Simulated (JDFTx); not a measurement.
An input for a modified build of JDFTx (Ir(111), linear PCM (GLSSA13), water, 1 M KCl; bohr, hartree) and the course of its log:

```
lattice \
  5.1497683269 2.5748841634 0.0000000000 \
  0.0000000000 4.4598301880 0.0000000000 \
  0.0000000000 0.0000000000 58.0145920260
coords-type Lattice
ion Ir 0.0000000000 0.0000000000 -0.1087166540 0
ion Ir 0.3333333333 0.3333333333 -0.0362388850 0
ion Ir 0.6666666667 0.6666666667 0.0362388850 0
ion Ir 0.0000000000 0.0000000000 0.1087166540 0
ion-species pseudo/ir_pbe_v1.2.upf
elec-cutoff 20 100
elec-ex-corr gga-PBE
coulomb-interaction Slab 001
coulomb-truncation-embed 0 0 0
kpoint-folding 10 10 1
elec-smearing Fermi 0.01
elec-n-bands 41
target-mu -0.183379
electronic-scf nIterations 100 energyDiffThreshold 1e-07
fluid LinearPCM
pcm-variant GLSSA13
fluid-solvent H2O
fluid-cation K+ 1
fluid-anion Cl- 1
fluid-minimize nIterations 400 knormThreshold 1e-11
wavefunction read f2.wfns
elec-initial-eigenvals f2.eigenvals
elec-initial-fillings read f2.fillings
fluid-initial-state f2.fluidState
dump-name f2_u0.$VAR
dump End State Ecomponents EigStats BandEigs Forces ElecDensity IonicPositions Fillings Kpoints Dtot FluidDebug BoundCharge FluidDensity
```

```
[one cycle in 5 is shown, and the last three; fluid-solver lines are left out]
	FillingsUpdate:  mu: -0.183379000  nElectrons: 61.346241
SCF: Cycle:  0   G: -293.696726513082751   dG: +1.126e+00   |Residual|: 1.214e-01   |deigs|: 1.448e-07
	FillingsUpdate:  mu: -0.183379000  nElectrons: 60.163989
SCF: Cycle:  5   G: -294.811546291342381   dG: -8.009e-03   |Residual|: 1.136e-02   |deigs|: 7.274e-04
	FillingsUpdate:  mu: -0.183379000  nElectrons: 60.042672
SCF: Cycle: 10   G: -294.823246716823292   dG: +8.599e-05   |Residual|: 1.278e-03   |deigs|: 5.937e-04
	FillingsUpdate:  mu: -0.183379000  nElectrons: 60.035510
SCF: Cycle: 15   G: -294.823315578684742   dG: +1.669e-05   |Residual|: 5.757e-04   |deigs|: 2.152e-04
	FillingsUpdate:  mu: -0.183379000  nElectrons: 60.030558
SCF: Cycle: 20   G: -294.823334504753802   dG: +1.926e-06   |Residual|: 3.117e-04   |deigs|: 1.771e-04
	FillingsUpdate:  mu: -0.183379000  nElectrons: 60.030036
SCF: Cycle: 25   G: -294.823336623189391   dG: +3.867e-08   |Residual|: 6.577e-05   |deigs|: 2.618e-05
	FillingsUpdate:  mu: -0.183379000  nElectrons: 60.029662
SCF: Cycle: 30   G: -294.823336721368378   dG: -9.933e-08   |Residual|: 2.383e-05   |deigs|: 6.465e-06
	FillingsUpdate:  mu: -0.183379000  nElectrons: 60.032055
SCF: Cycle: 35   G: -294.823333219995959   dG: +3.524e-06   |Residual|: 2.043e-04   |deigs|: 1.835e-05
	FillingsUpdate:  mu: -0.183379000  nElectrons: 60.029454
SCF: Cycle: 40   G: -294.823336620333180   dG: -6.995e-08   |Residual|: 4.171e-05   |deigs|: 2.281e-06
	FillingsUpdate:  mu: -0.183379000  nElectrons: 60.029126
SCF: Cycle: 45   G: -294.823336470427648   dG: +1.122e-07   |Residual|: 6.622e-05   |deigs|: 4.193e-06
	FillingsUpdate:  mu: -0.183379000  nElectrons: 60.031359
SCF: Cycle: 50   G: -294.823335002342844   dG: +1.726e-06   |Residual|: 1.400e-04   |deigs|: 1.300e-05
	FillingsUpdate:  mu: -0.183379000  nElectrons: 60.029623
SCF: Cycle: 55   G: -294.823336709206615   dG: -3.447e-06   |Residual|: 2.393e-05   |deigs|: 1.909e-05
	FillingsUpdate:  mu: -0.183379000  nElectrons: 60.028858
SCF: Cycle: 60   G: -294.823336152686238   dG: +4.205e-08   |Residual|: 8.716e-05   |deigs|: 5.785e-06
	FillingsUpdate:  mu: -0.183379000  nElectrons: 60.029672
SCF: Cycle: 65   G: -294.823336701349774   dG: -6.753e-08   |Residual|: 2.747e-05   |deigs|: 2.301e-06
	FillingsUpdate:  mu: -0.183379000  nElectrons: 60.028806
SCF: Cycle: 70   G: -294.823336046162524   dG: +6.807e-07   |Residual|: 9.628e-05   |deigs|: 8.039e-06
	FillingsUpdate:  mu: -0.183379000  nElectrons: 60.029789
SCF: Cycle: 75   G: -294.823336722754789   dG: -1.203e-05   |Residual|: 1.209e-05   |deigs|: 3.219e-05
	FillingsUpdate:  mu: -0.183379000  nElectrons: 60.029817
SCF: Cycle: 80   G: -294.823336713265405   dG: +9.399e-09   |Residual|: 2.408e-05   |deigs|: 2.483e-06
	FillingsUpdate:  mu: -0.183379000  nElectrons: 60.030672
SCF: Cycle: 85   G: -294.823336031913414   dG: +6.288e-07   |Residual|: 9.040e-05   |deigs|: 7.081e-06
	FillingsUpdate:  mu: -0.183379000  nElectrons: 60.029729
SCF: Cycle: 90   G: -294.823336716991321   dG: -1.920e-06   |Residual|: 9.456e-06   |deigs|: 1.381e-05
	FillingsUpdate:  mu: -0.183379000  nElectrons: 60.030362
SCF: Cycle: 95   G: -294.823336425407490   dG: +2.188e-07   |Residual|: 6.483e-05   |deigs|: 4.427e-06
	FillingsUpdate:  mu: -0.183379000  nElectrons: 60.030010
SCF: Cycle: 97   G: -294.823336646828409   dG: +3.013e-08   |Residual|: 3.968e-05   |deigs|: 4.168e-06
	FillingsUpdate:  mu: -0.183379000  nElectrons: 60.030111
SCF: Cycle: 98   G: -294.823336666009311   dG: -1.918e-08   |Residual|: 4.985e-05   |deigs|: 5.102e-06
	FillingsUpdate:  mu: -0.183379000  nElectrons: 60.030189
SCF: Cycle: 99   G: -294.823336557474363   dG: +1.085e-07   |Residual|: 4.618e-05   |deigs|: 4.646e-06
SCF: None of the convergence criteria satisfied after 100 iterations.
IonicMinimize: Iter:   0  G: -294.823336557474363  |grad|_K:  0.000e+00
IonicMinimize: Converged (|grad|_K<1.000000e-04).
```

This run gave no converged result. The loop ran out of cycles short of its threshold. It has stalled and not diverged: the last ten energies span 8e-06 Ha, so the total is near its end, but levels, forces and the electron count aren't shown converged.
